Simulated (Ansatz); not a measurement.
K2ZnTe2:
```cif
data_K4Te4Zn2
_chemical_formula_sum 'K4 Zn2 Te4'
_space_group_name_H-M_alt 'P 1'
_space_group_IT_number 1
_cell_length_a 8.56668
_cell_length_b 8.56668
_cell_length_c 8.56668
_cell_angle_alpha 130.205
_cell_angle_beta 71.205
_cell_angle_gamma 132.583
loop_
_space_group_symop_operation_xyz
  'x, y, z'
loop_
_atom_site_label
_atom_site_type_symbol
_atom_site_fract_x
_atom_site_fract_y
_atom_site_fract_z
_atom_site_occupancy
K1 K 0.85968 0.68392 0.54360 1
K2 K 0.14032 0.31608 0.45640 1
K3 K 0.64032 0.18392 0.82424 1
K4 K 0.35968 0.81608 0.17576 1
Zn1 Zn 0.75000 0.75000 0.00000 1
Zn2 Zn 0.25000 0.25000 0.00000 1
Te1 Te 0.60741 0.69400 0.30141 1
Te2 Te 0.39259 0.30600 0.69859 1
Te3 Te 0.89259 0.19400 0.08659 1
Te4 Te 0.10741 0.80600 0.91341 1
```

Relaxed with PBEsol. 

### Question
HSE06 on this cell (Ansatz, a quantum-chemistry and plane-wave program, PAW) gives a gap of 2.90 eV. What does PBEsol give?

### Answer
2.03 eV.

Cost on shared cores: the PBEsol run (SCF on a 6×6×6 mesh, then bands and DOS) roughly 8 core-minutes, the HSE06 run (SCF on 4×4×4, then a few points) roughly 13 core-minutes; the tasks are unlike.

Space group Ibam. The first step of the workflow began from a Materials Project structure, measured or hypothetical; the Crystallography Open Database copy checked does not list it. Whether it is the stable phase at ambient conditions was not checked. The PBEsol relaxation kept the symmetry of its start; whether a distortion lowers the energy is not shown. Spin–orbit coupling is left out wherever it is not named.

Potentials: the later of the program's two PAW sets.

Ansatz is a plane-wave DFT program.
